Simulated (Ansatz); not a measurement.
**PbO₂: ¹⁷O NMR of the central transition**

Cell: a structure deposited in the COD, whose atoms a relaxation with PBE at fixed cell left in place.

Space group P4_2/mnm (No. 136); a = 4.9578, c = 3.3878 Å.

```csv
site,Wyckoff,site symmetry,x,y,z
Pb,2a,m.mm,0.0000,0.0000,0.0000
O,4f,m.2m,0.3067,0.3067,0.0000
```

One atom of each set is listed.

Method: Kohn–Sham DFT in Ansatz, PBE, plane waves and PAW, scalar-relativistic, 420 eV cutoff, Γ-centred 5×5×7 k-points, Fermi–Dirac smearing 0.02 eV.

¹⁷O has I = 5/2 and Q = -25.58 mb (Pyykkö 2018); at 9.4 T its Larmor frequency is ν₀ = 54.3 MHz. Only the quadrupole interaction is simulated: positions count from each site's isotropic chemical shift, and J coupling is left out, as are shift anisotropy and dipolar coupling, which fast spinning averages.

Simulated pattern of one O site (fast magic-angle spinning, Gaussian broadening 0.3 kHz):

offset (kHz), height and a bar:
```
   -17.83          0 
   -17.39          0 
   -16.95          5 #
   -16.50          7 ##
   -16.06          7 ##
   -15.62          7 ##
   -15.17          7 ##
   -14.73          7 ##
   -14.29          7 ##
   -13.84          8 ##
   -13.40          8 ##
   -12.95          8 ##
   -12.51          8 ###
   -12.07          9 ###
   -11.62         25 ########
   -11.18         44 #############
   -10.74         52 ################
   -10.29         68 ####################
    -9.85         93 ############################
    -9.41         69 #####################
    -8.96         59 ##################
    -8.52         55 ################
    -8.08         52 ################
    -7.63         51 ###############
    -7.19         50 ###############
    -6.74         50 ###############
    -6.30         51 ###############
    -5.86         52 ################
    -5.41         55 ################
    -4.97         58 #################
    -4.53         63 ###################
    -4.08         74 ######################
    -3.64        100 ##############################
    -3.20         90 ###########################
    -2.75         70 #####################
    -2.31         62 ###################
    -1.87         54 ################
    -1.42         15 ####
    -0.98          0 
    -0.54          0
```

**Question.** Which |C_Q| and η does the pattern imply?

**Answer.** The pattern spans 15.5 kHz before broadening and its centre of gravity is at -6.85 kHz, which fixes P_Q; the places of the horns and steps fix η. That gives P_Q = 7.87 MHz, |C_Q| = 7.82 MHz and η = 0.20. The sign of C_Q can't be read from the pattern.

At O V_zz stands upright on the plane through its three neighbours (within 1°).

At this cell the PBE pressure is 9 GPa, so with PBE the cell would grow if it were relaxed. Without spin–orbit coupling the gradients at and beside Pb can be off by some per cent, at some sites by more. With a gap of 0.13 eV under a smearing of 0.02 eV the band edges are partly filled, so small gradients can hang on the smearing and the k-mesh.
